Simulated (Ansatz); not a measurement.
V$_{5}$Si$_{3}$:
Space group I4/mcm (No. 140); a = 9.349 Å, b = 9.349 Å, c = 4.698 Å, α = 90.00°, β = 90.00°, γ = 90.00°

```tsv
atom	site	symmetry	x	y	z
V	16k	m..	0.0746	0.2246	0.0000
V	4b	-42m	0.0000	0.5000	0.2500
Si	8h	m.2m	0.3341	0.1659	0.0000
Si	4a	422	0.0000	0.0000	0.2500
```
(The calculation used a cell of 16 atoms; values per cell refer to that cell.)

Relaxed at zero pressure with plane-wave PAW r²SCAN (Ansatz code).

Task: The volume is lowered by 3 % and shape and atoms relax at that volume. What pressure results, and how do the axes share the change?

Result: 6.7 GPa; a -0.9 %, b -0.9 %, c -1.1 %; the energy rises by 8 meV/atom.

Task: Give the new structure.

Result: 
Space group I4/mcm (No. 140); a = b = 9.2610 Å, c = 4.6441 Å, α = β = γ = 90.00°

| atom | site | symmetry | x | y | z |
|---|---|---|---|---|---|
| V | 16k | m.. | 0.0746 | 0.2247 | 0.0000 |
| V | 4b | -42m | 0.0000 | 0.5000 | 0.2500 |
| Si | 8h | m.2m | 0.3338 | 0.1662 | 0.0000 |
| Si | 4a | 422 | 0.0000 | 0.0000 | 0.2500 |

The phase is kept; no other phase was compared at this pressure.

The workflow started from a Materials Project entry (that database holds measured and hypothetical structures alike); the Crystallography Open Database files this formula in space group No. 140, but the cells were not matched. Its standing as an ambient phase is unchecked. Symmetry was held in the r²SCAN relaxation; its stability against distortions is not shown here. The run is not spin-polarised.

Potentials: the later of the program's two PAW sets.
